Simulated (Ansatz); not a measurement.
## E(M) for EuHg2 (P6/mmm)

```yaml
crystal:
  lattice:
    - [4.97000, 0.00000, 0.00000]
    - [-2.48500, 4.30415, 0.00000]
    - [0.00000, 0.00000, 3.70500]
  atoms:
    - { symbol: Eu, position: [0.00000, 0.00000, 0.00000] }
    - { symbol: Hg, position: [0.33333, 0.66667, 0.50000] }
    - { symbol: Hg, position: [0.66667, 0.33333, 0.50000] }
```

Geometry: a structure as deposited in COD; nothing is relaxed.

Common settings: LDA, 6×6×7 k mesh, Fermi–Dirac smearing of 0.05 eV. PAW means Ansatz 0.2.0 on its default frozen-core files; LAPW is all-electron LAPW in Ansatz 0.2.0. Site moments are integrated in spheres about the atoms, whose radii differ between the methods. Start moments of the first PAW run (μB): Eu1 7.

The total moment M of the cell is held by giving each spin its own Fermi level. Half their difference over μB is the field that would hold M, so μB·B = dF/dM. Energies count from each method's free run. The held moment starts on the atoms that carry the free run's moments.

The free PAW run: Site moments (μB): Eu1 6.81, Hg2 0.00, Hg3 0.00. Cell moment 6.98 μB.

```
M (μB/cell)  ΔF PAW (meV/cell)  ΔF LAPW (meV/cell)  B, PAW (T)  largest site moment, PAW (μB)  pressure, PAW (GPa)
       6.28              +97.4                   –       -5081                           6.65                    ?
       7.68              +75.1                   –       +4213                           6.97                 -3.6
       8.72             +606.9              +605.6           ?                           7.21                 -2.5
      10.47            +3723.1                   –      +49101                           7.52                  0.6
```

Question: What belongs in the row "8.72", column "B, PAW (T)"?

Answer: +14627.

Question: What belongs in the row "6.28", column "pressure, PAW (GPa)"?

Answer: -4.4.

Against an unpolarised PAW run, spin polarisation gains 2250.9 meV per atom; the pressure goes from -7.1 to -4.2 GPa.

Question: Check μB·B = dF/dM between M = 8.72 and 10.47 μB with the PAW numbers.

Answer: ΔF/ΔM = +3116.2 meV / 1.75 = +1780.7 meV per μB, which is +30763 T with μB = 0.05788 meV/T. The mean of the two holding fields is +31864 T. The slope equals the mean of B over the step, so the two agree where B(M) is nearly straight between its ends, and here they lie within a tenth of each other.

Separate runs put a uniform field on the spins (g = 2):

| field (T) | M PAW (μB/cell) | M LAPW (μB/cell) |
| --- | --- | --- |
| 500 | 7.077 | 7.081 |
| 1000 | 7.179 | – |

The PAW files were made with PBE; the program remakes their cores once for the run's functional and then keeps them frozen. Without U a semilocal functional puts the f levels too near the Fermi level, which can change moments and the order of magnetic states; site and cell moments are spin moments. Spin–orbit coupling is left out although heavy atoms are present. With open f shells a run can end in a state that isn't the lowest. None of this fixes the real material's magnetic order: only patterns that fit the cell were computed, without spin fluctuations and on one mesh and smearing, with a functional that can overstate moments. Left out because they would open the f shell, whose fillings are many: PAW, total moment held at 0 μB; LAPW, total moment held at 0 μB; PAW, total moment held at 2.3 μB; PAW, total moment held at 4.68 μB; and 2 more.
